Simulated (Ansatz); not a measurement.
Relaxed HfO$_{2}$ (tetragonal-ZrO2 type, space group P4_2/nmc):

```
HfO2
1.0
    3.56753     0.00000     0.00000
    0.00000     3.56753     0.00000
    0.00000     0.00000     5.16669
Hf O
2 4
Direct
  0.00000   0.00000   0.00000
  0.50000   0.50000   0.50000
  0.00000   0.50000   0.20010
  0.00000   0.50000   0.70010
  0.50000   0.00000   0.29990
  0.50000   0.00000   0.79990
```

In this cell atom 5 (O, nearest neighbour Hf at 2.062 Å; its periodic images, 3.6 Å or more away, move with it) is moved by s along Cartesian x, unit vector (1.000, 0.000, 0.000); all other atoms and the cell stay fixed.

These are PBEsol (plane waves to 420 eV, PAW, scalar-relativistic; Ansatz, a quantum-chemistry and plane-wave program) values and carry that method's errors. k mesh 8×8×5 (Γ-centred), Fermi-Dirac smearing 0.05 eV. Energies are smeared free energies. HfO2 is run without spin polarisation. HfO2 was relaxed with its symmetry unable to fall. Spin-orbit coupling is left out, though Hf is heavy. The PAW data are Ansatz's earlier set. This is a high-temperature form of HfO2. ΔE is measured from the undisplaced structure.

```csv
s (Å),ΔE (meV/cell)
-0.210,134.5
-0.168,85.1
-0.126,47.4
-0.084,21.0
-0.042,5.2
0.000,0.0
0.042,5.2
0.084,21.0
0.126,47.4
0.168,85.1
0.210,134.5
```

What force constant k = d²E/ds² at s = 0 does the table give?

5.9 eV/Å². It is the second difference of the nearest points, corrected with the next pair.

With k = 5.91 eV/Å² from the forces, is the well harmonic out to s = 0.210 Å?

½ks² = 130.2 meV/cell against the computed 134.5 meV/cell, so the well is close to harmonic there.

(A displaced cell: forces are minus the slopes of the energy, force constants its curvatures, and phonons follow from these.)
